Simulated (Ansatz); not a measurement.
ZnO in space group P6_3mc (No. 186; Zn on 2a, Zn on 2b, O on 2a, O on 2b), DFT-LDA in the program Ansatz with PAW potentials. The conduction-band minimum lies at Γ, with 1 equivalent valley. Second derivatives d²E/dk² of the lowest band at one valley (eV·Å²), along Cartesian directions:

```csv
direction,d²E/dk²
[100],54.18
[010],54.18
[001],53.74
[110],54.18
[101],53.95
[011],53.96
```

**Question.** Find the principal effective masses, the density-of-states mass and the conductivity mass.

**Answer.** Off-diagonal terms follow from H_xy = H[110] − (H_xx + H_yy)/2, and m*/mₑ = 7.620 eV·Å² over each eigenvalue: 0.14, 0.14, 0.14. One valley's DOS mass (m₁m₂m₃)^(1/3) = 0.14, conductivity mass 3/(Σ 1/mᵢ) = 0.14 mₑ.

**Question.** What effective density of states Nc follows at 300 K for parabolic valleys?

**Answer.** Nc = 2.509e19 × 1 × (0.14)^(3/2) ≈ 1.3e18 cm⁻³.

**Question.** With the computed static dielectric constant 9.85 (mean of the diagonal), estimate a hydrogenic donor's binding energy and radius.

**Answer.** E = 13.606 eV × 0.14/9.85² ≈ 20 meV; a = 0.529 Å × ε/m* ≈ 37 Å. Semilocal masses tend to be too small when the gap is underestimated.

A made-up cell: these elements were put on the sites of a structure type. Its sites differ from those of the usual phase in this space group: another stacking or structure type. The cell was relaxed with LDA under the symmetry of its start; its stability against distortions is not shown here.

Potentials: the later of the program's two PAW sets.
